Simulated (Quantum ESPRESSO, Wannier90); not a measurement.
# BN (zinc blende), plane waves to Wannier functions

```xyz
2
Lattice="0.0000 1.8130 1.8130 1.8130 0.0000 1.8130 1.8130 1.8130 0.0000" Properties=species:S:1:pos:R:3 pbc="T T T"
B      0.0000     0.0000     0.0000
N      0.9065     0.9065     0.9065
```

Structure: Materials Project mp-1639, symmetrised, not relaxed again. COD (Crystallography Open Database) has the formula in 3 space groups, this one among them (matched by group alone). Computed values, not measurements, from PBEsol: Quantum ESPRESSO (norm-conserving PseudoDojo potentials, cutoff 68 Ry, no spin polarisation, no spin-orbit coupling) on a Γ-centred 12×12×12 mesh, then Wannier90. Density: 14×14×14 mesh, cold smearing 0.01 Ry.

Functional, cutoff and mesh named above are those of the base row (PBEsol); the first column says what each row takes instead. Model: 8 functions from bands 1-15, start hydrogen-like B: s;p; N: s;p, disentangled but not localised (num_iter = 0), frozen window tied to the conduction edge or Fermi level of each row, as listed, which moves Ω_I and hoppings a little by itself. Energies are relative to the valence-band maximum; the misfit is to pw.x on a path, for states up to 5.3 eV relative to the valence-band maximum. The functional changes, each with its own PseudoDojo files and their cutoffs, on the same cell. The disentangled Ω_I can sit in another minimum from row to row.

```json
[
 {"functional": "LDA", "frozen to (eV)": "5.90", "Ω_I (Å²)": "3.20", "rms misfit (meV)": "20", "gap (eV)": "4.40", "bottom of band 1 (eV)": "-19.96", "on-site B1 pz minus B1 s (eV)": "-0.49", "hopping modulus N2 s – B1 s, R = 0 0 1 (eV)": "3.287", "hopping modulus N2 s – B1 py, R = 1 0 0 (eV)": "3.134", "hopping modulus N2 px – B1 pz, R = 0 0 0 (eV)": "2.537"},
 {"functional": "PBE", "frozen to (eV)": "6.02", "Ω_I (Å²)": "3.20", "rms misfit (meV)": "20", "gap (eV)": "4.52", "bottom of band 1 (eV)": "-20.11", "on-site B1 pz minus B1 s (eV)": "-0.27", "hopping modulus N2 s – B1 s, R = 0 0 1 (eV)": "3.272", "hopping modulus N2 s – B1 py, R = 1 0 0 (eV)": "3.154", "hopping modulus N2 px – B1 pz, R = 0 0 0 (eV)": "2.549"},
 {"functional": "PBEsol", "frozen to (eV)": "5.83", "Ω_I (Å²)": "3.22", "rms misfit (meV)": "20", "gap (eV)": "4.33", "bottom of band 1 (eV)": "-20.14", "on-site B1 pz minus B1 s (eV)": "-0.32", "hopping modulus N2 s – B1 s, R = 0 0 1 (eV)": "3.280", "hopping modulus N2 s – B1 py, R = 1 0 0 (eV)": "3.148", "hopping modulus N2 px – B1 pz, R = 0 0 0 (eV)": "2.552"}
]
```
